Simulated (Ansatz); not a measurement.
## LaAs, one cell by several methods

```
La As
1.0
     0.00000    3.09313    3.06250
     3.09313    0.00000    3.06250
     3.09313    3.09313    0.00000
La As
1 1
Direct
  0.00000 0.00000 0.00000
  0.50000 0.50000 0.50000
```

Atoms are numbered in the order listed.

The cell is COD entry 9008656, as deposited and not checked against the literature; nothing was relaxed. The listed cell was then made from it by scaling, straining or moving an atom.

No spin–orbit coupling, which matters for the heavy atoms here.

Methods: DFT, PBEsol, PAW with Ansatz's default frozen-core files, scalar-relativistic (Ansatz 0.2.0); DFT, PBEsol, all-electron LAPW, scalar-relativistic (Ansatz 0.2.0).

For PAW: a Γ-centred 12×12×12 k mesh, Fermi–Dirac smearing of 0.05 eV, cutoff 420 eV, no spin polarisation; the PAW files were made with PBE, and the program remakes their frozen cores for this functional. LAPW targets a basis error of 1 meV/atom. The Ansatz runs share mesh, smearing and spin set-up. Plane-wave (PAW) pressures include the program's estimate of the Pulay term.

Stress and pressure are positive in compression.

The change that made this cell: equal xx and yy strain of +1 %.

PAW results:

```tsv
quantity	PAW
pressure (GPa)	-1.81
stress xx (GPa)	-2.24
stress zz (GPa)	-0.95
```

**Question.** What does full-potential LAPW give for the same quantities?

**Answer.** 
```
       quantity   LAPW
 pressure (GPa)  -1.79
stress xx (GPa)  -2.22
stress zz (GPa)  -0.92
```
